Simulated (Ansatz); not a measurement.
## CrGaC4N4, before and after

The cell of CrGaC4N4 is invented: two interpenetrating cyanide-bridged diamond nets (P-43m, No. 215). Lengths were set from tabulated atomic sizes, so they are only a guess.

start.cif

```cif
data_structure
_symmetry_space_group_name_H-M 'P 1'
_symmetry_Int_Tables_number 1
_cell_length_a 5.8809
_cell_length_b 5.8809
_cell_length_c 5.8809
_cell_angle_alpha 90.000
_cell_angle_beta 90.000
_cell_angle_gamma 90.000
_cell_volume 203.39
loop_
_atom_site_label
_atom_site_type_symbol
_atom_site_fract_x
_atom_site_fract_y
_atom_site_fract_z
_atom_site_occupancy
Cr1 Cr 0.00000 0.00000 0.00000 1
Ga1 Ga 0.50000 0.50000 0.50000 1
C1 C 0.19026 0.19026 0.19026 1
C2 C 0.19026 0.80974 0.80974 1
C3 C 0.80974 0.19026 0.80974 1
C4 C 0.80974 0.80974 0.19026 1
N1 N 0.30512 0.30512 0.30512 1
N2 N 0.30512 0.69488 0.69488 1
N3 N 0.69488 0.30512 0.69488 1
N4 N 0.69488 0.69488 0.30512 1
```

Theory: Ansatz, DFT PBE, scalar-relativistic, plane waves, PAW. Cutoff 420 eV, Gaussian smearing, Γ-centred meshes. Cell and atoms relax first on a coarse mesh and then on a converged one. In between, the cell is made exact in the group found at 0.06 Å. The steps can't lower the symmetry of their start. Collinear spin, starting moments Cr 3.0 μB.

end.cif

```cif
data_structure
_symmetry_space_group_name_H-M 'P 1'
_symmetry_Int_Tables_number 1
_cell_length_a 5.9003
_cell_length_b 5.9003
_cell_length_c 5.9003
_cell_angle_alpha 90.000
_cell_angle_beta 90.000
_cell_angle_gamma 90.000
_cell_volume 205.41
loop_
_atom_site_label
_atom_site_type_symbol
_atom_site_fract_x
_atom_site_fract_y
_atom_site_fract_z
_atom_site_occupancy
Cr1 Cr 0.00000 0.00000 0.00000 1
Ga1 Ga 0.50000 0.50000 0.50000 1
C1 C 0.20047 0.20047 0.20047 1
C2 C 0.20047 0.79953 0.79953 1
C3 C 0.79953 0.20047 0.79953 1
C4 C 0.79953 0.79953 0.20047 1
N1 N 0.31570 0.31570 0.31570 1
N2 N 0.31570 0.68430 0.68430 1
N3 N 0.68430 0.31570 0.68430 1
N4 N 0.68430 0.68430 0.31570 1
```

The symmetry stays P-43m (No. 215). The volume per atom grows by 1.0 %, from 20.3 to 20.5 Å³. The shortest distance goes from 1.17 Å (C–N) to 1.18 Å (C–N). The energy falls by about 0.06 eV/atom (the start's value is from the coarse mesh).

For CrGaC4N4, the volume per atom is 20.54 Å³, the density is 1.83 g/cm³ and the energy over the elements is +0.374 eV/atom. The gap on the 6×6×6 mesh of the 10-atom cell is 1.14 eV and the net moment per atom is 0.50 μB. The moment by site is Cr 2.9 μB.

The zero of energy is the elements' standard structures at the same level (N₂ as a molecule); no fitted shifts are applied. The separate elements lie lower, so it is unstable against them.

The last run used collinear spin and Gaussian smearing of 0.02 eV. Kohn–Sham gaps at this level usually fall short of measured ones. The reference form of C is held partly by dispersion forces, which this level lacks. The magnetic state reached may not be the lowest. A structure relaxed within its symmetry needn't be a true minimum. In all, the 3 runs took 110 s on 1 thread of Intel(R) Xeon(R) 6975P-C (Granite Rapids), with other jobs on the host. Site moments count only spheres around the atoms; the net moment includes the space between them.
